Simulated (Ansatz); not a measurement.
Optical constants of Cs₂BrF

All numbers below come from DFT PBEsol, scalar-relativistic, plane waves, PAW in Ansatz 0.2.0. Cutoff 420 eV, 6×6×6 k-points (Γ-centred), Gaussian smearing of 0.01 eV. No spin polarisation.

Relaxed structure:
```xyz
4
Lattice="2.2777 1.3150 7.7673 -2.2777 1.3150 7.7673 0.0000 -2.6301 7.7673" Properties=species:S:1:pos:R:3 pbc="T T T"
Cs    0.0000    0.0000    6.2015
Cs    0.0000    0.0000   17.1003
Br    0.0000    0.0000   11.6509
F     0.0000    0.0000    0.0000
```

The cell was built by swapping an element in a database structure (itself possibly hypothetical) and relaxing; it need not be the stable form of this composition. Spin–orbit coupling is left out, which matters for heavy elements.

Independent-particle response (no local fields, no excitons) on a 9×9×9 mesh, broadened by 0.1 eV. Light polarised along z. The bands above those solved add 0.19 to ε₁ at zero frequency; that share is added as a constant.

**Question.** Tabulate n, κ, the reflectivity and the absorption coefficient against photon energy.

**Answer.**
```csv
E (eV),n,κ,R,α (10⁵ cm⁻¹)
0.2,1.74,0.00,0.07,0.00
0.5,1.74,0.00,0.07,0.00
0.8,1.74,0.00,0.07,0.00
1.1,1.75,0.00,0.07,0.00
1.4,1.75,0.00,0.08,0.00
1.7,1.76,0.00,0.08,0.00
2.0,1.77,0.00,0.08,0.00
2.3,1.78,0.00,0.08,0.00
2.6,1.80,0.00,0.08,0.00
2.9,1.81,0.00,0.08,0.00
3.2,1.83,0.00,0.09,0.00
3.5,1.86,0.00,0.09,0.00
3.8,1.89,0.00,0.09,0.00
4.1,1.93,0.00,0.10,0.00
4.4,1.98,0.00,0.11,0.00
4.7,2.07,0.00,0.12,0.02
5.0,2.17,0.09,0.14,0.47
5.3,2.25,0.18,0.15,0.99
5.6,2.34,0.36,0.17,2.05
5.9,2.11,0.61,0.16,3.63
6.2,2.09,0.51,0.15,3.20
6.5,2.07,0.70,0.16,4.62
6.8,2.03,0.48,0.14,3.34
7.1,2.23,0.85,0.20,6.13
7.4,1.69,0.82,0.15,6.15
7.7,1.89,0.79,0.16,6.16
8.0,1.92,0.87,0.17,7.06
```

**Question.** Where is the highest local maximum of ε₂ between 0.3 and 8 eV?

**Answer.** At 7.2 eV, where ε₂ = 4.4.

**Question.** How do the static value and the gaps compare?

**Answer.** ε₁(0) = 3.03; on the self-consistent k mesh the Kohn–Sham gap is 4.39 eV and the least direct gap 4.39 eV.